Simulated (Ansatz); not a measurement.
MgS, DFT, LDA, all-electron LAPW, scalar-relativistic (Ansatz 0.2.0), run on 1 thread of Arm Neoverse V2 on a shared host.

The cell comes from COD entry 9008672, which wasn't checked; take it as a given geometry. The listed cell was then made from it by scaling, straining or moving an atom.

Command: `ansatz run input.yaml --threads 1 --pin off --max-ram 3072MiB --backend cpu --events-out ev --progress --plain --runs-dir out`

```yaml
crystal:
  lattice:
    - [0.0, 2.60165, 2.549617]
    - [2.60165, 0.0, 2.549617]
    - [2.60165, 2.60165, 0.0]
  atoms:
    - { symbol: Mg, position: [0.0, 0.0, 0.0] }
    - { symbol: S, position: [0.5, 0.5, 0.5] }
kpoints:
  mp_grid: { grid: [8, 8, 8] }
  band_path:
    path:
      - [0.0, 0.0, 0.0]
      - [0.0, 0.5, 0.5]
      - [0.25, 0.75, 0.5]
      - [0.0, 0.5, 0.0]
      - [0.0, 0.0, 0.0]
      - [0.5, 0.5, 0.0]
      - [0.3801541025, 0.6198458975, 0.0]
      - [-0.3801541025, 0.3801541025, 0.0]
      - [0.0, 0.0, 0.0]
    npoints: 5
scf:
  occupations: { method: fermi_dirac, width: 0.01 }
hamiltonian:
  xc: lda
  pseudopotentials: { kind: all_electron, lapw: { basis_error: 0.00025 } }
output:
  forces: true
  stress: true
  eigenvalues: true
```

(1) How large is the problem that the program sets up?

(2) About how long does it take, and how much memory does it use?

Answers

(1) 59 irreducible k-points, 275 plane waves at Γ, 16 bands.

(2) 9.1 s of wall time for 6 SCF iterations, with a peak of 0.29 GiB. Times on shared machines scatter by tens of per cent.
